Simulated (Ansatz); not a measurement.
Relaxation of a generated cell, Ru placed in the simple-cubic structure type; 1 atom in the cell, which starts as Pm-3m (No. 221), cP1; a = b = c = 2.473 Å, α = β = γ = 90.00°. Computed with PBE (plane waves to 420 eV, PAW, scalar-relativistic; Ansatz, an electronic-structure program). Γ-centred k-mesh 13×13×13 on the run's cell (coarser than for final values), Fermi–Dirac smearing 0.05 eV. This is the first round of the run. 

The optimiser's lines from the output (shortened; P is positive under compression):

```
relax step   1: F+E_penalty+E_count = -5877.57899714 eV  Δ(F+E_penalty+E_count) = +0.000e0 eV  max|allowed force component| = 0.000e0 eV/Å  Δτ_max = 0.0000 Å  P = +11.330 GPa  Ω = 15.120 Å³  (6 SCF iters, dr2 threshold 1.00e-7 eV, accepted)
relax step   2: F+E_penalty+E_count = -5877.59656034 eV  Δ(F+E_penalty+E_count) = -1.756e-2 eV  max|allowed force component| = 0.000e0 eV/Å  Δτ_max = 0.0000 Å  P = -4.581 GPa  Ω = 16.178 Å³  (5 SCF iters, dr2 threshold 1.00e-7 eV, accepted)
relax step   3: F+E_penalty+E_count = -5877.60201326 eV  Δ(F+E_penalty+E_count) = -5.453e-3 eV  max|allowed force component| = 0.000e0 eV/Å  Δτ_max = 0.0000 Å  P = -0.401 GPa  Ω = 15.859 Å³  (4 SCF iters, dr2 threshold 1.00e-7 eV, accepted)
relax step   4: F+E_penalty+E_count = -5877.60208766 eV  Δ(F+E_penalty+E_count) = -7.440e-5 eV  max|allowed force component| = 0.000e0 eV/Å  Δτ_max = 0.0000 Å  P = +0.017 GPa  Ω = 15.829 Å³  (3 SCF iters, dr2 threshold 1.00e-7 eV, accepted)
relax step   5: F+E_penalty+E_count = -5877.60302015 eV  Δ(F+E_penalty+E_count) = -9.325e-4 eV  max|allowed force component| = 0.000e0 eV/Å  Δτ_max = 0.0000 Å  P = +0.017 GPa  Ω = 15.829 Å³  stress off target by 1.74e-2 GPa  SCF on the basis re-selected at this cell (its energy is not comparable with the rows above)  (6 SCF iters)
```

From the first to the last row the energy changes by -0.02 eV/atom and the volume by +4.7 %. The last row is marked as not comparable with the walk above it, whose basis was carried along; it does compare with step 1, since both stand on a basis selected at the nominal cutoff for their own cell.

Later rounds, restarted from the end of this one on a renewed k-mesh, logged 4 more steps and released under 0.01 eV/atom more. The final structure after all rounds: Pm-3m (No. 221), cP1, simple cubic type; a = 2.511 Å, b = 2.511 Å, c = 2.511 Å, α = 90.00°, β = 90.00°, γ = 90.00°. Between re-selections the logged energies stand on a plane-wave basis carried along with the cell. No spin polarisation in the result.

The run could not lose the symmetry of its start, so the end can be a saddle point.

The relaxed structure here is a generated cell of Ru: the first start was made by placing the elements on the sites of a structure type, and the end was not matched to a known phase here, so it may be hypothetical. Known forms of Ru include space group No. 194.
